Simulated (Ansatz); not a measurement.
The following input was run with Ansatz 0.2.0.

```yaml
crystal:
  lattice:
    - [2.0936564893, 1.2087731376, 10.4340292803]
    - [-2.0936564893, 1.2087731376, 10.4340292803]
    - [0.0, -2.4175462753, 10.4340292803]
  atoms:
    - { symbol: Bi, position: [0.3955941752, 0.3955941752, 0.3955941752] }
    - { symbol: Bi, position: [0.6044058248, 0.6044058248, 0.6044058248] }
    - { symbol: Se, position: [0.0, 0.0, 0.0] }
    - { symbol: Se, position: [0.2210304485, 0.2210304485, 0.2210304485] }
    - { symbol: Se, position: [0.7789695515, 0.7789695515, 0.7789695515] }
basis:
  ecutwfc: 420
kpoints:
  mp_grid: { grid: [6, 6, 6] }
  band_path:
    path:
      - [[0.0, 0.0, 0.0], [0.5, 0.5, 0.5], [0.82438599, 0.17561401, 0.5]]
      - [[0.5, -0.17561401, 0.17561401], [0.5, 0.0, 0.0], [0.0, 0.0, 0.0], [0.33780701, -0.33780701, 0.0]]
      - [[0.66219299, 0.0, 0.33780701], [0.5, 0.0, 0.5], [0.0, 0.0, 0.0]]
    npoints: 14
hamiltonian:
  xc: pbe
scf:
  occupations: { method: gaussian, width: 0.02 }
  n_extra_bands: 12
output:
  forces: true
  stress: true
  eigenvalues: true
  populations: true
  dos: { projected: true, de: 0.02, nscf_kmesh: { grid: [9, 9, 9] } }
  bader: true
  write_density: true
  write_potential: true
  elf: true
  volumetric_format: npy
```

Command:
```bash
ansatz run input.yaml --threads 1 --pin off --max-ram 2560MiB --backend cpu --events-out ev --progress --plain --runs-dir out
```

These are results of Ansatz 0.2.0, DFT PBE, scalar-relativistic, plane waves, PAW, not measurements.

From the run's log, abridged:

```
scf.n_extra_bands = 12 over 39 filled bands (N_el = 78.0): the run solves 51 bands
Pseudopotentials: kind: paw
Pseudopotential: Bi, paw, valence charge 15, recommended cutoff 420 eV (normal)
Pseudopotential: Se, paw, valence charge 16, recommended cutoff 420 eV (normal)
Functional definition: PBE
Crystal: 5 atoms, lattice volume = 158.436 Å³
Basis set: ecut = 420 eV, 3059 PW (Γ), FFT grids on a1−a2, a2, −a2+a3, exchange–correlation on 60×144×60 points (8 copies of the dense FFT grid, shifted against one another)
Bands: 51, of which v1, the nominal top of the filled ones, is band 39 counted from 1 (38 counted from 0)
Symmetry: 12 space group operations
Space group: R-3m (ITA 166), of the structure as read, at distance tolerance 5.4e-5 Å
k-points: 32 of 216
Initial density: superposition of atomic densities (neutral atoms: chi_scale 0, normalization atom), corrected by the library's trained network
Initial wavefunctions: pseudopotential atomic-orbital guess
Functional: x = pbe(κ = 0.804, μ = 0.21951497), c = pbe(β = 0.06672455)
SCF iter   1: F=—  HF=-41202.293768 eV  |F-HF|=—  |Δ(HF+E_count)|=         —  Δρ=1.30e-3  dr2=4.73e-3  ethr=1.77e-3  ⟨swp⟩=7.6  Hψ=6837  notcnv=0  defer=33
SCF iter   2: F=—  HF=-41202.291943 eV  |F-HF|=—  |Δ(HF+E_count)|=   1.82e-3  Δρ=6.08e-4  dr2=1.22e-3  ethr=6.06e-6  ⟨swp⟩=2.2  Hψ=3146  notcnv=0  defer=168
SCF iter   3: F=—  HF=-41202.292036 eV  |F-HF|=—  |Δ(HF+E_count)|=   9.25e-5  Δρ=3.44e-4  dr2=3.72e-4  ethr=1.56e-6  ⟨swp⟩=2.8  Hψ=2726  notcnv=0  defer=168
SCF iter   4: F=—  HF=-41202.292154 eV  |F-HF|=—  |Δ(HF+E_count)|=   1.18e-4  Δρ=1.68e-4  dr2=5.30e-5  ethr=4.77e-7  ⟨swp⟩=2.0  Hψ=1737  notcnv=0  defer=168
SCF iter   5: F=—  HF=-41202.292209 eV  |F-HF|=—  |Δ(HF+E_count)|=   5.52e-5  Δρ=6.71e-5  dr2=9.28e-6  ethr=6.79e-8  ⟨swp⟩=2.0  Hψ=1837  notcnv=0  defer=168
SCF iter   6: F=—  HF=-41202.292225 eV  |F-HF|=—  |Δ(HF+E_count)|=   1.58e-5  Δρ=1.66e-5  dr2=7.35e-7  ethr=1.19e-8  ⟨swp⟩=2.5  Hψ=2281  notcnv=0  defer=168
SCF iter   7: F=-41202.292226 eV  HF=-41202.292226 eV  |F-HF|=1.49e-7  |Δ(HF+E_count)|=   1.34e-6  Δρ=5.83e-6  dr2=7.29e-8  ethr=1.28e-10  ⟨swp⟩=15.6  Hψ=13983  notcnv=0
SCF 1 converged in 7 iterations: F = -41202.292226 eV  dr2 = 7.29e-8
SCF converged after 7 iterations
Free energy (F): -41202.292226 eV
Harris-Foulkes:  -41202.292226 eV  (|F-HF|=1.49e-7)
Internal energy: -41202.292226 eV  (E = F + TS)
E sigma→0 (E₀):  -41202.292226 eV
Fermi energy:    7.415423 eV
--- Per-component energies (eV) ---
  E_band       = -1453.013837
  E_kinetic    = 954.882797
  E_local      = -11517.845605  (includes V_loc(G=0)·N_el)
  E_nonlocal   = -663.313582
  E_hartree    = 5135.554729
  E_xc         = -615.425463
  E_vxc        = -582.701957  (∫ρ·V_xc dr)
  E_paw        = -27059.348541  (= ΣΔE_a)
  E_vpaw       = 84.860277  (= ΣTr[D̂ρ^β])
  E_aug_tail   = -0.002600  (compensation charges beyond the density's cutoff)
  E_ewald      = -7436.793960
  E_smearing   =  0.000000  (= −TS)
--- Forces (eV/Å), atoms counted from 1 ---
  atom   1  Bi     0.00000000     0.00000000     0.00018173
  atom   2  Bi     0.00000000     0.00000000    -0.00018173
  atom   3  Se     0.00000000     0.00000000     0.00000000
  atom   4  Se     0.00000000     0.00000000     0.00016855
  atom   5  Se     0.00000000     0.00000000    -0.00016855
--- Stress (GPa, compression-positive) ---
       -0.002412       0.000000       0.000000
        0.000000      -0.002412       0.000000
        0.000000       0.000000       0.000325
  P = ⅓ Tr σ = -0.0015 GPa (-0.015 kbar)
--- Band table (eV; the first three rows and the last of 32) ---
  k-point 0: bands = ["-39.7401", "-39.7401", "-39.7401", "-39.7401", "-39.7295", "-39.7295", "-39.7295", "-39.7295", "-39.7249", "-39.7249", "-39.6580", "-39.6494", "-39.6494", "-39.6186", "-39.6186", "-15.6070", "-15.6070", "-15.6056", "-15.6056", "-15.5994", "-15.5973", "-15.5889", "-15.5889", "-15.5867", "-15.5867", "-6.5913", "-6.0544", "-5.0269", "-2.0957", "-1.1384", "5.4380", "5.7228", "5.7228", "5.7479", "5.8911", "5.8911", "6.3405", "6.3405", "7.0518", "7.7621", "9.0436", "9.0436", "9.5675", "10.0910", "10.0910", "13.4265", "13.8679", "14.4903", "14.4903", "15.0266", "15.7442"]
  k-point 1: bands = ["-39.7401", "-39.7401", "-39.7401", "-39.7401", "-39.7295", "-39.7295", "-39.7295", "-39.7295", "-39.7249", "-39.7249", "-39.6580", "-39.6494", "-39.6494", "-39.6186", "-39.6186", "-15.6100", "-15.6080", "-15.6014", "-15.6000", "-15.5962", "-15.5941", "-15.5920", "-15.5898", "-15.5895", "-15.5868", "-6.3543", "-5.8420", "-4.9136", "-2.2107", "-1.4696", "4.2789", "4.7505", "5.0208", "5.1666", "5.6406", "6.1198", "6.3592", "6.5277", "6.7815", "8.6730", "9.2936", "9.4751", "9.6737", "10.3606", "10.7889", "12.8885", "13.7303", "14.6458", "14.8984", "14.9099", "15.4369"]
  k-point 2: bands = ["-39.7401", "-39.7401", "-39.7400", "-39.7400", "-39.7295", "-39.7295", "-39.7295", "-39.7295", "-39.7249", "-39.7249", "-39.6580", "-39.6495", "-39.6494", "-39.6186", "-39.6185", "-15.6180", "-15.6147", "-15.5997", "-15.5958", "-15.5945", "-15.5918", "-15.5871", "-15.5865", "-15.5849", "-15.5846", "-5.6979", "-5.3003", "-4.7090", "-2.6887", "-2.2456", "2.9678", "3.9797", "4.4385", "4.5429", "5.0798", "5.3925", "6.0934", "6.3003", "6.7620", "8.5496", "9.6945", "9.8493", "10.4487", "11.0684", "11.7062", "11.9513", "14.1217", "14.6657", "15.3966", "16.0492", "16.2818"]
  k-point 31: bands = ["-39.7401", "-39.7401", "-39.7401", "-39.7401", "-39.7295", "-39.7295", "-39.7295", "-39.7295", "-39.7249", "-39.7249", "-39.6580", "-39.6494", "-39.6494", "-39.6186", "-39.6186", "-15.6070", "-15.6070", "-15.6056", "-15.6056", "-15.5994", "-15.5973", "-15.5889", "-15.5889", "-15.5867", "-15.5867", "-6.5590", "-6.1272", "-4.9577", "-2.2182", "-1.0280", "5.1624", "5.7014", "5.7014", "5.9430", "5.9430", "6.1685", "6.2999", "6.2999", "6.7863", "7.9041", "9.1208", "9.1208", "9.5256", "10.0022", "10.0022", "13.4746", "14.1120", "14.3875", "14.3875", "14.5383", "15.6381"]
--- Löwdin populations: 5 sites ---
  site symbol q [e]
     0     Bi     14.3263
     1     Bi     14.3263
     2     Se     16.5153
     3     Se     16.3269
     4     Se     16.3269
  spilling = 0.002285 (of n_electrons = 78.000000)
--- Bader charges: 5 sites ---
  site symbol charge [e]  shift [e]
     0     Bi      1.0371     0.0000
     1     Bi      1.0371     0.0000
     2     Se     -0.8438     0.0000
     3     Se     -0.6152     0.0000
     4     Se     -0.6152     0.0000
  estimated error of the sums over rays = 5.8e-4 e
```

The run converged.

It took 120 s on 1 thread of Intel(R) Xeon(R) Processor @ 2.70GHz (shared host), peak memory 0.73 GiB.

Spin-orbit coupling is left out, which matters for the bands of heavy elements. The cell holds layers, and where no dispersion correction was added their binding is poorly described.